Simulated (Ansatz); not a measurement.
An elastic tensor (GPa, Voigt order, standard axes) from DFT-r²SCAN in the program Ansatz with PAW potentials:

```
      1     2     3     4     5     6
-  ----  ----  ----  ----  ----  ----
1   151  44.1  44.1   0.0   0.0   0.0
2  44.1   151  44.1   0.0   0.0   0.0
3  44.1  44.1   151   0.0   0.0   0.0
4   0.0   0.0   0.0  60.3   0.0   0.0
5   0.0   0.0   0.0   0.0  60.3   0.0
6   0.0   0.0   0.0   0.0   0.0  60.3
```

**Question.** Which of these materials gives this?
A) AlN, rock salt
B) MgO, rock salt
C) MgS, rock salt
D) ZrC, rock salt

**Answer.** C, MgS, rock salt

Space group Fm-3m (rock salt). Symmetry was held in the r²SCAN relaxation.

Potentials: the later of the program's two PAW sets.
